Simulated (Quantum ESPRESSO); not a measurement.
```cif
data_F3PbRb
_chemical_formula_sum 'F3 Rb1 Pb1'
_space_group_name_H-M_alt 'Pm-3m'
_space_group_IT_number 221
_space_group_name_Hall '-P 4 2 3'
_cell_length_a 4.86172
_cell_length_b 4.86172
_cell_length_c 4.86172
_cell_angle_alpha 90.000
_cell_angle_beta 90.000
_cell_angle_gamma 90.000
loop_
_atom_site_label
_atom_site_type_symbol
_atom_site_symmetry_multiplicity
_atom_site_Wyckoff_symbol
_atom_site_fract_x
_atom_site_fract_y
_atom_site_fract_z
_atom_site_occupancy
F1 F 3 c 0.00000 0.50000 0.50000 1
Rb1 Rb 1 a 0.00000 0.00000 0.00000 1
Pb1 Pb 1 b 0.50000 0.50000 0.50000 1
```

The geometry is that of Materials Project entry mp-21043, symmetrised and not relaxed again.

### Question
What does norm-conserving PBEsol (Quantum ESPRESSO, 84 Ry, without SOC) give for the electronic structure near the Fermi level?

### Answer
The PBEsol gap is direct, 3.00 eV at R. Spin-orbit coupling is left out; with 6p states at a band edge it can lower the gap by many tenths of an eV, most of a small gap. The cell is held in this high symmetry; tilts and polar distortions were not searched.

The structure is a Materials Project entry; no match was found in the copy of COD used, and its stability was not checked.
